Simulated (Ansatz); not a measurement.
Relaxed-ion elastic tensor of Mg (fcc (Cu type), Fm-3m) in GPa (Voigt order), the program Ansatz at the r²SCAN level (PAW); density 1.78 g/cm³, 22.73 Å³ per atom.

```
45.5  35.2  35.2   0.0   0.0   0.0
35.2  45.5  35.2   0.0   0.0   0.0
35.2  35.2  45.5   0.0   0.0   0.0
 0.0   0.0   0.0  28.3   0.0   0.0
 0.0   0.0   0.0   0.0  28.3   0.0
 0.0   0.0   0.0   0.0   0.0  28.3
```

**Question.** Is the crystal mechanically stable?

**Answer.** Yes: the smallest eigenvalue of C is 10.3 GPa.

**Question.** Work out the Voigt, Reuss and Hill averages.

**Answer.** K_V = 38.7, K_R = 38.7, K_H = 38.7; G_V = 19.1, G_R = 10.1, G_H = 14.6 GPa.

**Question.** Give Young's modulus, Poisson's ratio, Pugh's ratio and the universal anisotropy index.

**Answer.** E = 9KG/(3K + G) = 38.9 GPa; ν = 0.33; K/G = 2.65 (ductile by the Pugh limit of 1.75); A_U = 5G_V/G_R + K_V/K_R − 6 = 4.43.

**Question.** Estimate the sound speeds and the Debye temperature.

**Answer.** v_l = √((K + 4G/3)/ρ) = 5720 m/s, v_t = √(G/ρ) = 2870 m/s, mean 3210 m/s; Θ = (h/k)(3n/4πV)^(1/3) v_m = 338 K.

**Question.** Give the Zener ratio and Young's modulus along [100], [110] and [111].

**Answer.** A = 2C44/(C11 − C12) = 5.51; 1/E = S11 − 2(S11 − S12 − S44/2)Γ with Γ = 0, 1/4, 1/3 gives 14.8, 35.8, 68.3 GPa.

**Question.** Solve the Christoffel equation for the three sound speeds along [100], [110], [111].

**Answer.** Eigenvalues of C_ijkl n_j n_l equal ρv². In km/s, slowest first: [100] 4.00, 4.00, 5.06; [110] 1.70, 4.00, 6.22; [111] 2.69, 2.69, 6.56.

The workflow started from a Materials Project entry (that database holds measured and hypothetical structures alike); the Crystallography Open Database copy checked does not list it. It is not the phase usual at ambient conditions (space group No. 194). The r²SCAN relaxation kept the symmetry of its start; whether a distortion lowers the energy is not shown. As this level gives no gap, shear constants depend on the k-mesh and smearing (Fermi–Dirac, 0.1 eV here).

Potentials: the later of the program's two PAW sets.
